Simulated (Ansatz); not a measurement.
A relaxed structure of B. Space group R-3m (No. 166), AFLOW prototype A_hR12_166_2h (as in B). Method: PBEsol (plane waves to 420 eV, PAW, scalar-relativistic; Ansatz, a quantum-chemistry and plane-wave program).

Space group R-3m, hexagonal axes (No. 166); a = b = 4.8762 Å, c = 12.4987 Å, α = β = 90.00°, γ = 120.00°

```
atom  site  symmetry       x       y       z
----  ----  --------  ------  ------  ------
B      18h        .m  0.2378  0.1189  0.1083
B      18h        .m  0.1973  0.3945  0.0243
```
(The calculation used a cell of 12 atoms; values per cell refer to that cell.)

| Item | Result |
|---|---|
| Volume per atom | 7.15 Å³ |
| Density | 2.51 g/cm³ |
| Band gap | 1.34 eV, indirect (valence top at T, conduction bottom at Γ) (no spin-orbit coupling) |
| Smallest direct gap | 1.68 eV at k = (0.1429, 0.1429, 0.1429) |
| Shortest distances | B–B 1.67 Å |
| k-mesh | 7×7×7 |

Band energies at high-symmetry points (eV from the VBM; labels of this space group; no spin-orbit coupling), from −5 eV up to 6.3 eV:

```
point                                                                                  energies
-----  ----------------------------------------------------------------------------------------
Γ                             -4.57 -4.57 -1.48 -0.86 -0.86 -0.36 1.34 4.54 4.54 4.69 4.69 6.32
T             -4.93 -4.15 -3.34 -3.34 -3.10 -1.96 -1.96 0.00 2.51 2.73 2.73 4.94 4.94 5.42 6.00
H2      -3.97 -3.94 -3.48 -3.16 -2.52 -2.33 -1.96 -1.80 1.63 2.60 3.03 3.80 4.89 5.07 5.72 6.13
H0      -3.97 -3.94 -3.48 -3.16 -2.52 -2.33 -1.96 -1.80 1.63 2.60 3.03 3.80 4.89 5.07 5.72 6.13
L                       -4.85 -4.29 -3.19 -2.80 -1.97 -1.76 -0.60 1.87 3.19 3.55 4.87 5.00 5.50
S0           -3.66 -3.43 -3.37 -3.26 -2.81 -2.40 -2.07 -1.73 1.77 2.12 3.08 3.81 4.79 5.13 6.13
S2           -3.66 -3.43 -3.37 -3.26 -2.81 -2.40 -2.07 -1.73 1.77 2.12 3.08 3.81 4.79 5.13 6.13
F      -4.99 -4.79 -4.17 -3.66 -3.33 -3.05 -2.64 -2.17 -1.95 1.39 2.58 2.79 3.44 5.34 5.54 5.59
```

No spin polarisation in the result.

The run could not lose the symmetry of its start.
